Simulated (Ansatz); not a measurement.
TiMo3 in space group Immm (No. 71; Ti on 2d, Mo on 4i, Mo on 2b), DFT-PBE in the program Ansatz with PAW potentials, all energies at zero smearing, with the estimated change up to a 700 eV cutoff added, with one set of potentials and settings (totals compare only within such a set). Cell of 4 atoms (1 Ti, 3 Mo): -17368.285 eV.

| element | reference phase | E (eV/atom) |
|---|---|---|
| Ti | P6/mmm, 3 atoms in the cell | -2499.6739 |
| Mo | Im-3m, 1 atoms in the cell | -4956.0212 |

Formation energy per atom, worked out: (-17368.285 − 1×(-2499.6739) − 3×(-4956.0212))/4 = -0.137 eV/atom (-13 kJ per mol of atoms), at 0 K, without zero-point energy or fitted corrections.

The first step of the workflow began from a Materials Project structure, measured or hypothetical; the Crystallography Open Database copy checked does not list it. With Ti and Mo taken as one species the cell has the higher symmetry Im-3m, so it may be an ordered model of a mixed-site phase. Its standing as an ambient phase is unchecked. Symmetry was held in the PBE relaxation; its stability against distortions is not shown here. No spin polarisation was allowed. The references are the lowest solids computed at this level, not always the standard phases.

Potentials: the later of the program's two PAW sets.
